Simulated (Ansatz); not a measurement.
Polymorphs of NiGe, each relaxed with the program Ansatz at the PBE level (PAW):

A: Pnma
a = 5.3776 Å, b = 3.4974 Å, c = 5.8402 Å, α = 90.00°, β = 90.00°, γ = 90.00°

```csv
atom,site,symmetry,x,y,z
Ni,4c,.m.,0.0058,0.2500,0.8091
Ge,4c,.m.,0.1902,0.2500,0.4116
```

B: CsCl type (Pm-3m)
a = b = c = 2.9769 Å, α = β = γ = 90.00°

| atom | site | symmetry | x | y | z |
|---|---|---|---|---|---|
| Ni | 1a | m-3m | 0.0000 | 0.0000 | 0.0000 |
| Ge | 1b | m-3m | 0.5000 | 0.5000 | 0.5000 |

### Question
Rank these by energy per atom at 0 K (lowest first), as PBE gives it.

### Answer
A (+0 meV/atom), B (+248 meV/atom)

Constructed cells (a structure type filled with these elements, in neither database checked): B. Began spin-polarised and lost the moments: B. All cells were relaxed under the symmetry of their starts (and spin orders); stability against distortions was not tested throughout. Rows with no word on spin ran without spin polarisation. Spin–orbit coupling is left out wherever it is not named.

Energies hold the estimated change up to a 700 eV cutoff; steps of a few meV lie near the error of the meshes.

Potentials: the earlier of the program's two PAW sets.
